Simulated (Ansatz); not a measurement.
A relaxed 1×1 slab of 3 planes, cut along (0001) from a hcp crystal of one element, has a cell area of 8.89 Å² and a bulk spacing of 2.536 Å between its first planes. All-electron LAPW in Ansatz 0.2.0 (PBE, scalar-relativistic, no spin polarisation) gives γ = 1.78 J/m², Φ = 4.29 eV and a change of the outer spacing of -3.9 %. The hcp structure needn't be the element's own.

**Question.** Which element is it?

**Answer.** Hf. Neighbours weren't tried against these numbers.
